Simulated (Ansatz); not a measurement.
## EuMg (CsCl-type structure)

Method: PBEsol, scalar-relativistic; collinear spin; PAW, 420 eV, Γ-centred 8×8×8 mesh, 0.05 eV Gaussian smearing; code Ansatz; PAW files: Ansatz's generated set soft_2.

```
CELL_PARAMETERS angstrom
3.93414 0.00000 0.00000
0.00000 3.93414 0.00000
0.00000 0.00000 3.93414
ATOMIC_POSITIONS crystal
Eu 0.00000 0.00000 0.00000
Mg 0.50000 0.50000 0.50000
```

The start was a prototype's sites filled with these elements, not a measured cell.

Magnetic state: ferromagnetic, site spin moments Eu 6.87; Mg 0.06 μB.

The cell is relaxed to zero pressure at this level.

The cell has space group Pm-3m (read at 0.01 Å). In it the stress is 0.00, 0.00, 0.00, 0.00, 0.00, 0.00 GPa and the largest force component 0.000 eV/Å. Each change below starts from this cell, without further relaxation. Stress is in GPa, positive in compression, in the order xx, yy, zz, yz, xz, xy; energies are counted from the cell above and are free energies with the smearing's entropy, which match forces and stress in a metal.

**Question.** What happens when atom 1 (Eu) is moved by 0.08 Å along y?

**Answer.** The energy changes by 8.8 meV per cell, and the force on it along the shift is -0.218 eV/Å (−F/u = 2.73 eV/Å²). Stress: 0.06, 0.00, 0.06, 0.00, 0.00, 0.00.
```
atom  Fx (eV/Å)      Fy     Fz
 Eu1      0.000  -0.218  0.000
 Mg2      0.000   0.218  0.000
```
In a harmonic crystal the energy would rise by −½F·u = ½ × 2.73 × 0.08² eV = 8.7 meV, which matches.

**Question.** What stress follows from an engineering strain of -2 % in yz, atoms carried along?

**Answer.** 0.01, 0.00, 0.00, 0.63, 0.00, 0.00 GPa; the energy changes by 2.4 meV per cell.
The change of the stress over the strain gives a clamped-atom stiffness of about 32 GPa for this component.
In a harmonic crystal the energy would rise by V(½Cε² − σ₀ε), with σ₀ the stress of the unstrained cell, = 2.4 meV, which matches.

Without a U the 4f levels of Eu lie too near the Fermi level, so their share of the states there, and what hangs on it, is overstated. Spin–orbit coupling, which matters for such heavy elements, is left out. Site moments are of spin, integrated over atomic spheres. No antiparallel order was tried.
